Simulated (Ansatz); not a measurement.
Relaxed-ion elastic tensor of YN (CsCl type, Pm-3m) in GPa (Voigt order), DFT-r²SCAN in the program Ansatz with PAW potentials; density 6.45 g/cm³, 13.25 Å³ per atom.

```csv
,1,2,3,4,5,6
1,505,-9.8,-9.8,0.0,0.0,0.0
2,-9.8,505,-9.8,0.0,0.0,0.0
3,-9.8,-9.8,505,0.0,0.0,0.0
4,0.0,0.0,0.0,-75.5,0.0,0.0
5,0.0,0.0,0.0,0.0,-75.5,0.0
6,0.0,0.0,0.0,0.0,0.0,-75.5
```

Question: Is the crystal mechanically stable?

Answer: No: the smallest eigenvalue of C is -75.5 GPa.

The start of the workflow was typed in or built on a structure type; neither database checked (COD, Materials Project) lists it. COD files the formula under space group No. 225, so this cell is another polymorph or a model. Its standing as an ambient phase is unchecked. Symmetry was held in the r²SCAN relaxation. At this level the phase is mechanically unstable. No spin polarisation was allowed. As this level gives no gap, shear constants depend on the k-mesh and smearing (Fermi–Dirac, 0.1 eV here).

Potentials: the later of the program's two PAW sets.
